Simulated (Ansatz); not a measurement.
How much do the gradients of K2TiI6O18 depend on the method?

Cell: a refined structure from the COD, ions relaxed with PBE at fixed cell.

Space group R-3:H (No. 148); a = 11.2703, c = 11.3514 Å, γ = 120.00°.

| site | Wyckoff | site symmetry | x | y | z |
| --- | --- | --- | --- | --- | --- |
| K | 6c | 3. | 0.0000 | 0.0000 | 0.1759 |
| Ti | 3b | -3. | 0.0000 | 0.0000 | 0.5000 |
| I | 18f | 1 | 0.3188 | 0.0525 | 0.3897 |
| O10 | 18f | 1 | 0.1578 | 0.0662 | 0.3940 |
| O16 | 18f | 1 | 0.3838 | 0.1441 | 0.5297 |
| O22 | 18f | 1 | 0.4046 | 0.1931 | 0.2840 |

One atom of each set is listed; the run and its k-mesh use a cell of 27 atoms with edges of 7.53, 7.53, 7.53 Å.

First run. All values are calculated (Ansatz; DFT, PBE, plane waves and PAW, scalar-relativistic, 420 eV cutoff, Γ-centred 3×3×3 k-points, Fermi–Dirac smearing 0.02 eV), not measured.

| site | V_zz (10²¹ V/m²) | η |
| --- | --- | --- |
| K | 1.15 | 0.00 |
| Ti | -0.70 | 0.00 |
| I | -51.7 | 0.32 |
| O10 | 12.41 | 0.09 |
| O16 | 13.95 | 0.16 |
| O22 | 15.26 | 0.25 |

Second run. The same atoms and settings, except that the functional is r2SCAN and the cutoff is 500 eV.

**Question.** What does the second run give?

**Answer.** 

| site | V_zz | η | change of V_zz |
| --- | --- | --- | --- |
| K | 1.24 | 0.00 | +0.09 |
| Ti | -0.70 | 0.00 | 0.00 |
| I | -55.1 | 0.35 | -3.45 |
| O10 | 13.00 | 0.11 | +0.59 |
| O16 | 14.77 | 0.15 | +0.82 |
| O22 | 16.04 | 0.24 | +0.78 |

The largest change of V_zz is on I, from -51.7 to -55.1. In per cent, |V_zz| changes by +7 on K, +1 on Ti, +7 on I, +5 to +6 on O (all sites that start above 0.5).

Without spin–orbit coupling the gradients at and beside I can be off by some per cent, at some sites by more.
For the second run: The largest force is 0.9 eV/Å, so the atoms aren't at the calculated equilibrium and relaxing them would move these values. With these PAW files V_zz is typically within 2 to 3 % of all-electron values, but misses above 10 % occur on I.
